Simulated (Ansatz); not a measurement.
Ansatz (a quantum-chemistry and plane-wave program) input:

Ansatz 0.2 input:
```yaml
crystal:
  lattice:
    - [4.805909275, 0.0, 0.0]
    - [0.0, 2.5598823678, 0.0]
    - [0.0, 0.0, 4.2502634358]
  atoms:
    - { symbol: B, position: [0.1598029581, 0.25, 0.4080726463] }
    - { symbol: B, position: [0.3401970419, 0.75, 0.9080726463] }
    - { symbol: B, position: [0.8401970419, 0.75, 0.5919273537] }
    - { symbol: B, position: [0.6598029581, 0.25, 0.0919273537] }
    - { symbol: N, position: [0.8208875123, 0.25, 0.3924451991] }
    - { symbol: N, position: [0.6791124877, 0.75, 0.8924451991] }
    - { symbol: N, position: [0.1791124877, 0.75, 0.6075548009] }
    - { symbol: N, position: [0.3208875123, 0.25, 0.1075548009] }
kpoints:
  mp_grid: { grid: [6, 11, 7] }
hamiltonian:
  xc: lda
  pseudopotentials: { kind: paw }
scf:
  occupations: { method: fixed }
phonons:
  method: dfpt
  response_accuracy: low
  eigenvectors: true
  rigid_motions: translations
  dielectric: true
  raman: true
```

Output (shortened):

```
Pseudopotential: B, paw, valence charge 3
Pseudopotential: N, paw, valence charge 5
Functional definition: SPW92
Crystal: 8 atoms, lattice volume = 52.289 Å³
Basis set: ecut = 420 eV, 1027 PW (Γ), exchange–correlation on 72×36×60 points (8 copies of the dense FFT grid, shifted against one another)
Bands: 24, of which v1, the nominal top of the filled ones, is band 16 counted from 1 (15 counted from 0)
Symmetry: 8 space group operations
k-points: 232 of 462 (irreducible under 1 space group operation, time reversal used)
SCF 1 converged in 7 iterations: F = -2103.977567 eV  dr2 = 2.44e-11
── the response to a field inside a basis, on 6×12×8 k-points: an SCF that follows is theirs, and a resumed run solves both again ──
Crystal: 8 atoms, lattice volume = 52.289 Å³
Bands: 17, of which v1, the nominal top of the filled ones, is band 16 counted from 1 (15 counted from 0)
k-points: 72 of 576
SCF 1 converged in 6 iterations: F = -2103.980747 eV  dr2 = 4.73e-12
SCF converged after 7 iterations
Free energy (F): -2103.977567 eV
Harris-Foulkes:  -2103.977567 eV  (|F-HF|=1.36e-12)
Internal energy: -2103.977567 eV  (E = F + TS)
E sigma→0 (E₀):  -2103.977567 eV
Fermi energy:    9.179092 eV
--- Per-component energies (eV) ---
  E_band       = 45.895262
  E_kinetic    = 744.354355
  E_local      = -935.683968  (includes V_loc(G=0)·N_el)
  E_nonlocal   = 235.542179
  E_hartree    = 280.167437
  E_xc         = -370.104541
  E_vxc        = -461.993951  (∫ρ·V_xc dr)
  E_paw        = -766.121002  (= ΣΔE_a)
  E_vpaw       = -96.658627  (= ΣTr[D̂ρ^β])
  E_aug_tail   = 0.000387  (compensation charges beyond the density's cutoff)
  E_ewald      = -1292.635928
  E_core_change = 0.503513  (= ΣΔE_core)
  E_smearing   =  0.000000  (= −TS)
  E_closure    =  0.000000  (closes the sum)
  Σ components = -2103.977567   (vs F -2103.977567, Δ=0.00e0)
--- Band table (eV; the first three rows and the last of 232) ---
  k-point 0: bands = ["-10.6704", "-8.0023", "-6.8643", "-5.1183", "0.2000", "0.8658", "1.6045", "1.9914", "3.9306", "4.4444", "6.4555", "6.6833", "8.1786", "8.7954", "8.9708", "9.1791", "15.8037", "16.4479", "17.4652", "17.5998", "18.1972", "18.1990", "18.3631", "19.5081"]
  k-point 1: bands = ["-10.5737", "-8.1965", "-6.7786", "-5.1726", "-0.4404", "1.1636", "1.8183", "2.3363", "4.0263", "4.9497", "6.2835", "6.7817", "7.8559", "8.4996", "8.8878", "9.0217", "15.6456", "16.3113", "17.5054", "17.8804", "18.1775", "18.3579", "18.5080", "19.9774"]
  k-point 2: bands = ["-10.2906", "-8.6828", "-6.5319", "-5.3738", "-0.8868", "0.3493", "3.1300", "3.3413", "4.3057", "5.8414", "5.9055", "7.0048", "7.0667", "7.6912", "8.5979", "8.6041", "15.3924", "15.9785", "17.6341", "18.0757", "18.6332", "18.7928", "18.9376", "20.4453"]
  k-point 231: bands = ["-6.8493", "-6.8493", "-5.9554", "-5.9554", "0.2342", "0.2342", "0.8743", "0.8743", "3.4150", "3.4150", "4.1677", "4.1677", "5.9731", "5.9731", "6.6113", "6.6113", "16.1143", "16.1143", "16.9224", "16.9224", "20.4112", "20.4112", "20.9825", "20.9825"]
--- Phonons (Γ-DFPT): 6 representative perturbations + reference, on 232 of 462 k-points (Σ response iterations 18) ---
  ASR residual: 7.190e-5 → 0.000e0 eV/Å²; symmetrization residual: 3.411e-5 eV/Å²
  ASR residual per site (eV/Å²): 4.02e-5 4.02e-5 4.02e-5 4.02e-5 7.19e-5 7.19e-5 7.19e-5 7.19e-5
  Γ frequencies (cm⁻¹): 0.00 0.00 0.00 284.32 461.93 501.56 611.90 630.58 641.23 696.75 775.94 808.34 845.34 900.82 972.10 989.66 996.88 1040.73 1061.62 1071.32 1141.04 1201.04 1229.65 1234.39
  ε∞ (high-frequency dielectric tensor):
        4.455203     0.000000     0.000000
        0.000000     4.278380     0.000000
        0.000000     0.000000     4.150107
  ε⁰ (static dielectric tensor: ions relaxed, cell fixed):
        8.320991     0.000000     0.000000
        0.000000     6.314597     0.000000
        0.000000     0.000000     5.726880
  ε⁰ − ε∞ (ionic part):
        3.865788     0.000000     0.000000
        0.000000     2.036217     0.000000
        0.000000     0.000000     1.576773
  softest optical mode at Γ: 284.32 cm⁻¹; the repairs (sum rule, projections) moved no ω² at Γ by more than (4.73 cm⁻¹)²
  Born effective charges Z* (e; rows j = field, columns β = displacement):
    site 0:
         2.04037    0.00000   -0.60755
         0.00000    1.94629    0.00000
        -0.39558    0.00000    1.86359
    site 1:
         2.04037    0.00000    0.60755
         0.00000    1.94629    0.00000
         0.39558    0.00000    1.86359
    site 2:
         2.04037    0.00000   -0.60755
         0.00000    1.94629    0.00000
        -0.39558    0.00000    1.86359
    site 3:
         2.04037    0.00000    0.60755
         0.00000    1.94629    0.00000
         0.39558    0.00000    1.86359
    site 4:
        -2.04037    0.00000   -0.36576
         0.00000   -1.94629    0.00000
        -0.35449    0.00000   -1.86359
    site 5:
        -2.04037    0.00000    0.36576
         0.00000   -1.94629    0.00000
         0.35449    0.00000   -1.86359
    site 6:
        -2.04037    0.00000   -0.36576
         0.00000   -1.94629    0.00000
        -0.35449    0.00000   -1.86359
    site 7:
        -2.04037    0.00000    0.36576
         0.00000   -1.94629    0.00000
         0.35449    0.00000   -1.86359
  Z* charge neutrality: 1.819e-5 e pre-enforcement
  k-mesh period / interband length: 28.2 Å / 1.25 Å = 22.56 at k = (0.0000, 0.0000, 0.0000), direct gap 6.625 eV — 14 or more, which is no proof of convergence
  Raman tensors (in the event stream and the table raman_tensors.tsv) …
  optical modes at Γ without the LO–TO term, one row a degenerate level:
      ω (cm⁻¹)  modes    IR ((D/Å)²/amu)  static Raman (Å⁴/amu)  depolarisation
        284.32      1             0.0000                 4.5688           0.235
        461.93      1             0.0000                 0.5616           0.750
        501.56      1             0.0000                 0.0000               —
        611.90      1             0.0000               113.0716           0.267
        630.58      1             0.0344                 0.0000               —
        641.23      1             0.0000                 0.0017           0.750
        696.75      1             0.0000                 0.0010           0.750
        775.94      1            39.9011                 0.0000               —
        808.34      1             0.0000                23.0080           0.184
        845.34      1             0.0000                 3.0124           0.750
        900.82      1             1.2579                 0.0000               —
        972.10      1            26.4953                 0.0000               —
        989.66      1             0.0000                 0.0000               —
        996.88      1             0.0000                 0.1570           0.750
       1040.73      1             0.0000                 0.2704           0.750
       1061.62      1             0.0000                11.5012           0.750
       1071.32      1            57.2951                 0.0000               —
       1141.04      1             0.6040                 0.0000               —
       1201.04      1            53.4008                 0.0000               —
       1229.65      1             0.0000                67.3569           0.018
       1234.39      1             0.0000                 0.0218           0.750
  optical modes at Γ + LO–TO along q̂ = [1.0000, 0.0000, 0.0000]:
      ω (cm⁻¹)  modes    IR ((D/Å)²/amu)  static Raman (Å⁴/amu)  depolarisation
        284.32      1             0.0000                 4.5688           0.235
        461.93      1             0.0000                 0.5616           0.750
        501.56      1             0.0000                 0.0000               —
        611.90      1             0.0000               113.0716           0.267
        630.58      1             0.0344                 0.0000               —
        641.23      1             0.0000                 0.0017           0.750
        696.75      1             0.0000                 0.0010           0.750
        808.34      1             0.0000                23.0080           0.184
        845.34      1             0.0000                 3.0124           0.750
        871.56      1             5.0105                 0.0000               —
        900.82      1             1.2579                 0.0000               —
        989.66      1             0.0000                 0.0000               —
        996.88      1             0.0000                 0.1570           0.750
       1040.73      1             0.0000                 0.2704           0.750
       1061.62      1             0.0000                11.5012           0.750
       1071.32      1            57.2951                 0.0000               —
       1131.71      1             7.1702                 0.0000               —
       1192.51      1            54.8197                 0.0000               —
       1201.04      1            53.4008                 0.0000               —
       1229.65      1             0.0000                67.3569           0.018
       1234.39      1             0.0000                 0.0218           0.750
  optical modes at Γ + LO–TO along q̂ = [0.0000, 1.0000, 0.0000]:
      ω (cm⁻¹)  modes    IR ((D/Å)²/amu)  static Raman (Å⁴/amu)  depolarisation
        284.32      1             0.0000                 4.5688           0.235
        461.93      1             0.0000                 0.5616           0.750
        501.56      1             0.0000                 0.0000               —
        611.90      1             0.0000               113.0716           0.267
        630.58      1             0.0344                 0.0000               —
        641.23      1             0.0000                 0.0017           0.750
        696.75      1             0.0000                 0.0010           0.750
        775.94      1            39.9011                 0.0000               —
        808.34      1             0.0000                23.0080           0.184
        845.34      1             0.0000                 3.0124           0.750
        900.82      1             1.2579                 0.0000               —
        972.10      1            26.4953                 0.0000               —
        989.66      1             0.0000                 0.0000               —
        996.88      1             0.0000                 0.1570           0.750
       1040.73      1             0.0000                 0.2704           0.750
       1061.62      1             0.0000                11.5012           0.750
       1141.04      1             0.6040                 0.0000               —
       1201.04      1            53.4008                 0.0000               —
       1229.65      1             0.0000                67.3569           0.018
       1234.39      1             0.0000                 0.0218           0.750
       1301.53      1            57.2951                 0.0000               —
  optical modes at Γ + LO–TO along q̂ = [0.0000, 0.0000, 1.0000]:
      ω (cm⁻¹)  modes    IR ((D/Å)²/amu)  static Raman (Å⁴/amu)  depolarisation
        284.32      1             0.0000                 4.5688           0.235
        461.93      1             0.0000                 0.5616           0.750
        501.56      1             0.0000                 0.0000               —
        611.90      1             0.0000               113.0716           0.267
        630.75      1             0.0146                 0.0000               —
        641.23      1             0.0000                 0.0017           0.750
        696.75      1             0.0000                 0.0010           0.750
        775.94      1            39.9011                 0.0000               —
        808.34      1             0.0000                23.0080           0.184
        845.34      1             0.0000                 3.0124           0.750
        904.54      1             0.3698                 0.0000               —
        972.10      1            26.4953                 0.0000               —
        989.66      1             0.0000                 0.0000               —
        996.88      1             0.0000                 0.1570           0.750
       1040.73      1             0.0000                 0.2704           0.750
       1061.62      1             0.0000                11.5012           0.750
       1071.32      1            57.2951                 0.0000               —
       1141.04      1             0.6040                 0.0000               —
       1229.65      1             0.0000                67.3569           0.018
       1234.39      1             0.0000                 0.0218           0.750
       1404.67      1            54.3086                 0.0000               —
```

Cost: around 17 core-minutes (rough) on shared cores.

Space group Pnma. The start of the workflow was typed in or built on a structure type; the Crystallography Open Database copy checked does not list it. It is not the phase usual at ambient conditions (space group No. 186, 194, 216). The cell was relaxed with LDA under the symmetry of its start; phonons on a q-mesh show no instability. A crystal of weakly bound layers computed without a dispersion correction: the cell and the soft elastic constants depend strongly on that.

Potentials: the later of the program's two PAW sets.

Ansatz is a plane-wave DFT program.
